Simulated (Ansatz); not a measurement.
NbAs:
Space group I4₁md (No. 109); a = 3.439 Å, b = 3.439 Å, c = 11.595 Å, α = 90.00°, β = 90.00°, γ = 90.00°

```tsv
atom	site	symmetry	x	y	z
Nb	4a	2mm.	0.0000	0.0000	0.7487
As	4a	2mm.	0.0000	0.0000	0.1673
```
(The calculation used a cell of 4 atoms; values per cell refer to that cell.)

Relaxed at zero pressure with DFT-PBEsol in the program Ansatz with PAW potentials.

**Question.** The volume is raised by 9 % and shape and atoms relax at that volume. What pressure results, and how do the axes share the change?

**Answer.** -12.5 GPa; a 2.4 %, b 2.4 %, c 4.0 %; the energy rises by 65 meV/atom.

**Question.** Give the new structure.

**Answer.** 
Space group I4₁md (No. 109); a = b = 3.520 Å, c = 12.063 Å, α = β = γ = 90.00°

| atom | site | symmetry | x | y | z |
|---|---|---|---|---|---|
| Nb | 4a | 2mm. | 0.0000 | 0.0000 | 0.7493 |
| As | 4a | 2mm. | 0.0000 | 0.0000 | 0.1667 |

The phase is kept; no other phase was compared at this pressure.

Space group I4_1md. The cell was relaxed with PBEsol under the symmetry of its start. No spin polarisation was allowed.

Potentials: the later of the program's two PAW sets.
